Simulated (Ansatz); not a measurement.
SnO$_{2}$:
Space group P4₂/mnm (No. 136); a = b = 4.768 Å, c = 3.211 Å, α = β = γ = 90.00°

```csv
atom,site,symmetry,x,y,z
Sn,2a,m.mm,0.0000,0.0000,0.0000
O,4f,m.2m,0.3063,0.3063,0.0000
```

Relaxed with the program Ansatz at the PBEsol level (PAW). Indices refer to the conventional cell of P4_2/mnm, a = 4.7685 Å, b = 4.7685 Å, c = 3.2114 Å, α = 90.00°, β = 90.00°, γ = 90.00°.

### Question
Simulate the powder diffraction pattern (Ag Kα, λ = 0.560885 Å; lines above 1 %) up to 2θ = 30°.

### Answer
Simulated powder pattern, Ag Kα, λ = 0.560885 Å (kinematic, ideal powder, no thermal factors, no anomalous dispersion; the 30 strongest lines at most, above 1 %, up to 2θ = 30°):

```
2θ (°)  d (Å)  I/Imax (%)    hkl
------  -----  ----------  -----
9.54    3.372         100  (110)
12.09   2.664          84  (101)
13.51   2.384          24  (200)
13.85   2.325         4.2  (111)
15.11   2.133         1.5  (210)
18.17   1.777          77  (211)
19.15   1.686          19  (220)
20.12   1.606         9.6  (002)
21.44   1.508          18  (310)
22.31   1.450          19  (112)
22.71   1.425          25  (301)
24.31   1.332          10  (202)
26.51   1.223          16  (321)
27.21   1.192         5.2  (400)
27.91   1.163          11  (222)
28.90   1.124         5.3  (330)
29.56   1.099          13  (312)
29.87   1.088          14  (411)
```

The PBEsol relaxation kept the symmetry of its start. Spin–orbit coupling is left out wherever it is not named.

Potentials: the earlier of the program's two PAW sets.
